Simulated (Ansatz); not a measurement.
Here is the system:

CsTlO:
```
CELL_PARAMETERS angstrom
      7.14148     1.89192     0.00000
     -7.14148     1.89192     0.00000
     -1.86967     0.00000     6.34658
ATOMIC_POSITIONS crystal
  Cs 0.12213 0.87787 0.34241
  Cs 0.87787 0.12213 0.65759
  Tl 0.34980 0.65020 0.14116
  Tl 0.65020 0.34980 0.85884
  O  0.75164 0.24836 0.20324
  O  0.24836 0.75164 0.79676
```

This is the r²SCAN-relaxed structure. Tensor components refer to the Cartesian frame of this cell.

Task: All from plane-wave PAW r²SCAN (Ansatz code), unless another level is named. Estimate the formation energy from the elements (no fitted shifts).

Result: -1.07 eV/atom.

Task: Give the hole effective mass.

Result: 0.76, 1.0, 11 mₑ (principal values).

Task: Predict the electron effective mass.

Result: 0.32, 0.44, 0.49 mₑ (principal values).

Task: Predict the smallest direct gap on the standard path.

Result: 2.08 eV.

Task: And the band gap?

Result: 1.79 eV (indirect).

Task: What about the valence-band maximum?

Result: off the standard path, at k = (0.115, 0.219, 0.307) in fractions of the reciprocal vectors.

Space group C2/m. The workflow started from a Materials Project entry (that database holds measured and hypothetical structures alike); the Crystallography Open Database copy checked does not list it. Its standing as an ambient phase is unchecked. The cell was relaxed with r²SCAN under the symmetry of its start; whether a distortion lowers the energy is not shown. The references are the lowest solids computed at this level, not always the standard phases (solids in place of the gases). Scalar-relativistic: spin–orbit coupling is off unless named, which matters more the heavier the elements.

Potentials: the later of the program's two PAW sets.
